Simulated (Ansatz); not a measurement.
La5Si3:
Space group P6₃/mcm (No. 193); a = 8.9631 Å, b = 8.9631 Å, c = 6.9460 Å, α = 90.00°, β = 90.00°, γ = 120.00°

```json
[
 {"atom": "La", "site": "4d", "symmetry": "3.2", "x": "0.3333", "y": "0.6667", "z": "0.0000"},
 {"atom": "La", "site": "6g", "symmetry": "m2m", "x": "0.2478", "y": "0.2478", "z": "0.7500"},
 {"atom": "Si", "site": "6g", "symmetry": "m2m", "x": "0.3927", "y": "0.3927", "z": "0.2500"}
]
```

Relaxed at zero pressure with r²SCAN in the plane-wave PAW code Ansatz.

### Question
The volume is lowered by 3 % and shape and atoms relax at that volume. What pressure results, and how do the axes share the change?

### Answer
1.7 GPa; a -0.7 %, b -0.7 %, c -1.6 %; the energy rises by 5 meV/atom.

### Question
Give the new structure.

### Answer

Space group P6₃/mcm (No. 193); a = b = 8.9004 Å, c = 6.8329 Å, α = β = 90.00°, γ = 120.00°

```csv
atom,site,symmetry,x,y,z
La,4d,3.2,0.3333,0.6667,0.0000
La,6g,m2m,0.2477,0.2477,0.7500
Si,6g,m2m,0.3924,0.3924,0.2500
```

The phase is kept; no other phase was compared at this pressure.

Space group P6_3/mcm. The first step of the workflow began from a Materials Project structure, measured or hypothetical; the Crystallography Open Database copy checked does not list it. COD files the formula under space group No. 140. Whether it is the stable phase at ambient conditions was not checked. Symmetry was held in the r²SCAN relaxation; whether a distortion lowers the energy is not shown. Spin–orbit coupling is left out wherever it is not named.

Potentials: the later of the program's two PAW sets.
